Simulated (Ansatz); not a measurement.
Ansatz (a quantum-chemistry and plane-wave program) input:

Ansatz 0.2 input:
```yaml
crystal:
  lattice:
    - [2.2003493107, 1.2703722669, 10.5327360308]
    - [-2.2003493107, 1.2703722669, 10.5327360308]
    - [0.0, -2.5407445337, 10.5327360308]
  atoms:
    - { symbol: Bi, position: [0.3980010483, 0.3980010483, 0.3980010483] }
    - { symbol: Bi, position: [0.6019989517, 0.6019989517, 0.6019989517] }
    - { symbol: Te, position: [0.0, 0.0, 0.0] }
    - { symbol: Te, position: [0.2145594485, 0.2145594485, 0.2145594485] }
    - { symbol: Te, position: [0.7854405515, 0.7854405515, 0.7854405515] }
kpoints:
  mp_grid: { grid: [7, 7, 7] }
hamiltonian:
  xc: r2scan
  dispersion: d4
  pseudopotentials: { kind: paw }
scf:
  occupations: { method: fixed }
checkpoint: { read: static.run }
output: { write_density: true, elf: true, volumetric_format: npy }
```

Output (shortened):

```
WARN checkpoint.read: basis.fft_grid_basis: the saved state records [[1, 0, -1], [0, 1, -1], [0, 0, 1]] …
Pseudopotential: Bi, paw, valence charge 15
Pseudopotential: Te, paw, valence charge 16
Functional definition: r2SCAN
Crystal: 5 atoms, lattice volume = 176.651 Å³
Basis set: ecut = 500 eV, 4443 PW (Γ), FFT grids on a1−a3, a2−a3, a3, exchange–correlation on 144×144×320 points (64 copies of the dense FFT grid, shifted against one another)
Bands: 47, of which v1, the nominal top of the filled ones, is band 39 counted from 1 (38 counted from 0)
Symmetry: 12 space group operations
Space group: R-3m (ITA 166), of the structure as read, at distance tolerance 5.6e-5 Å
k-points: 44 of 343
Stability of the state it starts from, as read at its close in the unpolarized treatment …
iter 1 solved again at ethr=2.66e-7 eV; its pass at ethr=3.10e-3 eV (dr2=2.07e-4 eV) is discarded
SCF iter   1: F=—  HF=-45808.710858 eV  |F-HF|=—  |Δ(HF+E_count)|=         —  Δρ=1.64e-6  dr2=2.41e-9  dr2_τ=2.20e-10  ethr=2.66e-7  ⟨swp⟩=4.0  Hψ=12296  notcnv=0  defer=258
preconditioner: auto → Resta (q_TF=auto, 2.381 Å⁻¹)
SCF iter   2: F=—  HF=-45808.710822 eV  |F-HF|=—  |Δ(HF+E_count)|=   3.62e-5  Δρ=9.35e-7  dr2=1.08e-9  dr2_τ=2.27e-10  ethr=3.08e-12  ⟨swp⟩=14.5  Hψ=13944  notcnv=0
SCF iter   3: F=-45808.710822 eV  HF=-45808.710822 eV  |F-HF|=4.95e-10  |Δ(HF+E_count)|=  5.38e-10  Δρ=5.84e-7  dr2=3.58e-10  dr2_τ=3.37e-11  ethr=1.38e-12  ⟨swp⟩=1.0  Hψ=6389  notcnv=0
SCF 1 converged in 3 iterations: F = -45808.710822 eV  dr2 = 3.58e-10
SCF converged after 3 iterations
Free energy (F): -45808.710822 eV
Harris-Foulkes:  -45808.710822 eV  (|F-HF|=4.95e-10)
Internal energy: -45808.710822 eV  (E = F + TS)
E sigma→0 (E₀):  -45808.710822 eV
Fermi energy:    8.369829 eV
--- Per-component energies (eV) ---
  E_band       = -1094.805290
  E_kinetic    = 1140.361853
  E_local      = -7250.412218  (includes V_loc(G=0)·N_el)
  E_nonlocal   = 194.455612
  E_hartree    = 3596.204033
  E_xc         = -627.603926
  E_vxc        = -647.994297  (∫ρ·V_xc dr)
  E_paw        = -35436.063381  (= ΣΔE_a)
  E_vpaw       = -1765.548930  (= ΣTr[D̂ρ^β])
  E_aug_tail   = -0.000638  (compensation charges beyond the density's cutoff)
  E_vtau       = 41.926120  (kinetic-family band-sum trace: ∫τ·v_τ [+ j·A + Jᵃ·Aᵃ] dr)
  E_ewald      = -7427.473345
  E_disp       = -0.784473  (pairwise vdW)
  E_core_change = 2.605661  (= ΣΔE_core)
  E_smearing   =  0.000000  (= −TS)
  E_closure    =  0.000000  (closes the sum)
  Σ components = -45808.710822   (vs F -45808.710822, Δ=0.00e0)
  [band-id]    e_kinetic+e_local+e_nonlocal+2·e_hartree+e_vxc+e_vpaw+e_augmentation_tail+e_vtau = -1094.804432   (vs E_band -1094.805290, Δ=8.58e-4)
--- Band table (eV; the first three rows and the last of 44) ---
  k-point 0: bands = ["-28.9312", "-28.9312", "-28.9303", "-28.9303", "-28.9188", "-28.9188", "-28.9175", "-28.9175", "-28.9118", "-28.9117", "-28.7638", "-28.7584", "-28.7584", "-28.7255", "-28.7255", "-15.5163", "-15.5163", "-15.5143", "-15.5143", …
  k-point 1: bands = ["-28.9312", "-28.9310", "-28.9303", "-28.9301", "-28.9188", "-28.9188", "-28.9176", "-28.9174", "-28.9117", "-28.9115", "-28.7637", "-28.7585", "-28.7584", "-28.7255", "-28.7252", "-15.5183", "-15.5162", "-15.5144", "-15.5125", …
  k-point 2: bands = ["-28.9311", "-28.9305", "-28.9304", "-28.9295", "-28.9190", "-28.9190", "-28.9178", "-28.9172", "-28.9113", "-28.9112", "-28.7634", "-28.7586", "-28.7584", "-28.7254", "-28.7247", "-15.5235", "-15.5210", "-15.5117", "-15.5094", …
  k-point 43: bands = ["-28.9312", "-28.9310", "-28.9303", "-28.9301", "-28.9188", "-28.9188", "-28.9176", "-28.9174", "-28.9117", "-28.9115", "-28.7637", "-28.7585", "-28.7584", "-28.7255", "-28.7252", "-15.5183", "-15.5162", "-15.5144", "-15.5125", …
```

Cost: about 40 core-seconds (a rough figure) on shared cores.

Symmetry was held in the r²SCAN+D4 relaxation. Scalar-relativistic: spin–orbit coupling is off unless named, which matters more the heavier the elements.

Potentials: the later of the program's two PAW sets.

Ansatz is a plane-wave DFT program.
